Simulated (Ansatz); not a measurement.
LaRe in the CsCl-type structure

Computed with Ansatz (plane waves, PAW, 420 eV cutoff): PBE, scalar-relativistic, no spin polarisation, Γ-centred 10×10×10 mesh, 0.05 eV Gaussian smearing; PAW files: Ansatz's generated set soft_2.

```
CELL_PARAMETERS angstrom
3.58355 0.00000 0.00000
0.00000 3.58355 0.00000
0.00000 0.00000 3.58355
ATOMIC_POSITIONS crystal
La 0.00000 0.00000 0.00000
Re 0.50000 0.50000 0.50000
```

The structure was built from a prototype; whether the compound forms in it isn't claimed.

The run above is the reference. The same cell was run again with other input settings; several of them aren't fit for production, so the rows show the settings' effect and aren't properties of the material.

```tsv
keys changed	outcome	ΔE (meV/atom)	P (GPa)	gap on the mesh (eV)	cell moment (μB)	largest force component (eV/Å)	SCF iterations	rough core-seconds	new warnings
none (reference)	converged	0.0	0.0	metal	–	0.000	–	–	–
scf.eigensolver.kind: "davidson"; basis.precision: "f64"; hamiltonian.hubbard: {"sites": [{"species": "Re", "l": "d", "u_eff": 6.0}], "double_counting": "fll"}	converged	–	9.5	metal	–	0.000	12	7	filled band counts differ across k points
hamiltonian.hubbard: {"sites": [{"species": "La", "l": "f", "u_eff": 4.0}], "double_counting": "amf"}	converged	–	0.0	metal	–	0.000	8	5	filled band counts differ across k points
scf.mixing.preconditioner: "ldos"	converged	0.0	0.0	metal	–	0.000	6	3	–
scf.n_extra_bands: 16; scf.occupations.method: "gaussian" → "fermi_dirac"; scf.occupations.width: 0.05 → 0.025	converged	0.0	0.0	metal	–	0.000	6	2.6	–
```

These changes also left energy (to 0.1 meV/atom), pressure, gap, moment and forces as in the reference: scf.initial_density.chi_scale: 0.3 | basis.xc_grid: 3.

ΔE is the energy with the smearing extrapolated to zero. It is left out where the change alters the Hamiltonian or the spin treatment. The varied runs start from atomic densities (corrected by the program's trained start where that serves), with the default search for lower states unless a row changes it.

**Question.** What happens with these changes: scf.convergence.dr2_threshold: 0.0001; scf.mixing.algorithm: "anderson"; scf.mixing.beta: 0.2; scf.mixing.ndim: 4; hamiltonian.pseudopotentials: {"kind": "nc"}?

**Answer.** outcome converged, P (GPa) 3.0, gap on the mesh (eV) metal, largest force component (eV/Å) 0.000, SCF iterations 8, rough core-seconds 3, new warnings cutoff below recommended; force scf threshold loose; stress scf threshold loose.

**Question.** What happens with these changes: scf.occupations.method: "gaussian" → "cold"; scf.occupations.width: 0.05 → 0.1; scf.eigensolver.kind: "davidson"?

**Answer.** outcome converged, ΔE (meV/atom) 0.0, P (GPa) 0.1, gap on the mesh (eV) metal, largest force component (eV/Å) 0.000, SCF iterations 9, rough core-seconds 3.

Changing scf.mixing.preconditioner only steers the path to self-consistency, so the energy stays within 0.5 meV/atom.

Changing scf.initial_density.chi_scale only steers the path to self-consistency, so the energy stays within 0.5 meV/atom.

Other pseudopotential files need their own cutoff; where it is too low, pressure and moments show the cutoff and not the files.

1 further run (cut off, refused for memory, with changed atoms or starts, or in doubt) is left out.

Of the reference: For elements this heavy, spin–orbit coupling would shift levels and gaps; it isn't included here.
